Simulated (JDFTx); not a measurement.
An input for a modified build of JDFTx (TiAl3(110), linear PCM (GLSSA13), water, 1 M NaF; bohr, hartree) and the course of its log:

```
lattice \
  9.5667149977 4.1133572746 0.0000000000 \
  0.0000000000 8.6372638992 0.0000000000 \
  0.0000000000 0.0000000000 45.5423996035
coords-type Lattice
ion Al 0.0000000000 0.0000000000 -0.1729650336 0
ion Al 0.0000000000 0.5000000000 -0.1121456680 0
ion Al 0.5000000000 0.0000000000 -0.1121456680 0
ion Al 0.5000000000 0.5000000000 -0.0560728340 0
ion Al 0.5000000000 0.0000000000 0.0000000000 0
ion Al 0.0000000000 0.5000000000 0.0000000000 0
ion Al 0.0000000000 0.0000000000 0.0560728340 0
ion Al 0.0000000000 0.5000000000 0.1121456680 0
ion Al 0.5000000000 0.0000000000 0.1121456680 0
ion Al 0.5000000000 0.5000000000 0.1729650336 0
ion Ti 0.5000000000 0.5000000000 -0.1652281234 0
ion Ti 0.0000000000 0.0000000000 -0.0560728340 0
ion Ti 0.5000000000 0.5000000000 0.0560728340 0
ion Ti 0.0000000000 0.0000000000 0.1652281234 0
ion-species pseudo/al_pbe_v1.upf
ion-species pseudo/ti_pbe_v1.4.upf
elec-cutoff 20 100
elec-ex-corr gga-PBE
coulomb-interaction Slab 001
coulomb-truncation-embed 0 0 0
kpoint-folding 6 6 1
elec-smearing Fermi 0.01
elec-n-bands 58
target-mu -0.049244
electronic-scf nIterations 100 energyDiffThreshold 1e-07
fluid LinearPCM
pcm-variant GLSSA13
fluid-solvent H2O
fluid-cation Na+ 1
fluid-anion F- 1
fluid-minimize nIterations 400 knormThreshold 1e-12
wavefunction read f0.wfns
elec-initial-eigenvals f0.eigenvals
elec-initial-fillings read f0.fillings
fluid-initial-state f0.fluidState
dump-name f0_u0.$VAR
dump End State Ecomponents EigStats BandEigs Forces ElecDensity IonicPositions Fillings Kpoints Dtot FluidDebug BoundCharge FluidDensity
```

```
[one cycle in 5 is shown, and the last three; fluid-solver lines are left out]
	FillingsUpdate:  mu: -0.049244000  nElectrons: 84.117501
SCF: Cycle:  0   G: -244.959380796151407   dG: +5.551e+00   |Residual|: 3.312e-01   |deigs|: 9.053e-06
	FillingsUpdate:  mu: -0.049244000  nElectrons: 78.868337
SCF: Cycle:  5   G: -250.453122093081447   dG: -2.593e-01   |Residual|: 6.950e-02   |deigs|: 5.567e-03
	FillingsUpdate:  mu: -0.049244000  nElectrons: 78.570157
SCF: Cycle: 10   G: -250.504368859451404   dG: +1.452e-03   |Residual|: 3.578e-02   |deigs|: 4.250e-04
	FillingsUpdate:  mu: -0.049244000  nElectrons: 78.219300
SCF: Cycle: 15   G: -250.507399088956163   dG: +7.025e-03   |Residual|: 1.456e-02   |deigs|: 1.263e-03
	FillingsUpdate:  mu: -0.049244000  nElectrons: 78.243416
SCF: Cycle: 20   G: -250.500556316395944   dG: +2.142e-03   |Residual|: 1.423e-02   |deigs|: 2.031e-04
	FillingsUpdate:  mu: -0.049244000  nElectrons: 78.365440
SCF: Cycle: 25   G: -250.504626832587746   dG: +1.822e-03   |Residual|: 1.642e-02   |deigs|: 3.210e-03
	FillingsUpdate:  mu: -0.049244000  nElectrons: 78.274687
SCF: Cycle: 30   G: -250.502331028659825   dG: -9.426e-03   |Residual|: 1.787e-02   |deigs|: 4.724e-04
	FillingsUpdate:  mu: -0.049244000  nElectrons: 78.595558
SCF: Cycle: 35   G: -250.517382944179104   dG: -7.274e-03   |Residual|: 2.389e-03   |deigs|: 7.087e-04
	FillingsUpdate:  mu: -0.049244000  nElectrons: 78.504264
SCF: Cycle: 40   G: -250.516894715367897   dG: +2.138e-04   |Residual|: 4.444e-03   |deigs|: 8.633e-05
	FillingsUpdate:  mu: -0.049244000  nElectrons: 78.551072
SCF: Cycle: 45   G: -250.517657394625360   dG: -3.176e-03   |Residual|: 2.130e-03   |deigs|: 1.532e-03
	FillingsUpdate:  mu: -0.049244000  nElectrons: 78.602725
SCF: Cycle: 50   G: -250.517990129828803   dG: -1.018e-04   |Residual|: 1.316e-03   |deigs|: 2.435e-04
	FillingsUpdate:  mu: -0.049244000  nElectrons: 78.687109
SCF: Cycle: 55   G: -250.518761894412165   dG: -9.269e-04   |Residual|: 2.047e-03   |deigs|: 1.367e-03
	FillingsUpdate:  mu: -0.049244000  nElectrons: 78.612843
SCF: Cycle: 60   G: -250.518023141026418   dG: +4.401e-04   |Residual|: 1.628e-03   |deigs|: 8.327e-04
	FillingsUpdate:  mu: -0.049244000  nElectrons: 78.561371
SCF: Cycle: 65   G: -250.517678057023971   dG: -5.768e-04   |Residual|: 1.149e-03   |deigs|: 8.014e-04
	FillingsUpdate:  mu: -0.049244000  nElectrons: 78.571049
SCF: Cycle: 70   G: -250.515684536316428   dG: -1.047e-03   |Residual|: 8.465e-03   |deigs|: 2.809e-03
	FillingsUpdate:  mu: -0.049244000  nElectrons: 78.589742
SCF: Cycle: 75   G: -250.518028246920977   dG: -1.002e-03   |Residual|: 1.541e-03   |deigs|: 1.594e-03
	FillingsUpdate:  mu: -0.049244000  nElectrons: 78.597389
SCF: Cycle: 80   G: -250.518175753657061   dG: +1.542e-04   |Residual|: 1.963e-03   |deigs|: 1.743e-03
	FillingsUpdate:  mu: -0.049244000  nElectrons: 78.585589
SCF: Cycle: 85   G: -250.517785677958244   dG: -8.179e-04   |Residual|: 1.097e-03   |deigs|: 1.848e-03
	FillingsUpdate:  mu: -0.049244000  nElectrons: 78.599028
SCF: Cycle: 90   G: -250.518185709363365   dG: -9.703e-04   |Residual|: 2.276e-03   |deigs|: 1.882e-03
	FillingsUpdate:  mu: -0.049244000  nElectrons: 78.574790
SCF: Cycle: 95   G: -250.517563192104888   dG: +6.099e-04   |Residual|: 1.565e-03   |deigs|: 1.568e-03
	FillingsUpdate:  mu: -0.049244000  nElectrons: 78.520622
SCF: Cycle: 97   G: -250.517258931432565   dG: +2.031e-04   |Residual|: 1.966e-03   |deigs|: 6.025e-04
	FillingsUpdate:  mu: -0.049244000  nElectrons: 78.549606
SCF: Cycle: 98   G: -250.517542720719149   dG: -2.838e-04   |Residual|: 1.229e-03   |deigs|: 9.043e-04
	FillingsUpdate:  mu: -0.049244000  nElectrons: 78.548059
SCF: Cycle: 99   G: -250.517535718940223   dG: +7.002e-06   |Residual|: 1.282e-03   |deigs|: 1.852e-05
SCF: None of the convergence criteria satisfied after 100 iterations.
IonicMinimize: Iter:   0  G: -250.517535718940223  |grad|_K:  0.000e+00
IonicMinimize: Converged (|grad|_K<1.000000e-04).
```

This run gave no converged result. The electronic loop ended without meeting its threshold, so the last energy, electron count and forces aren't results.
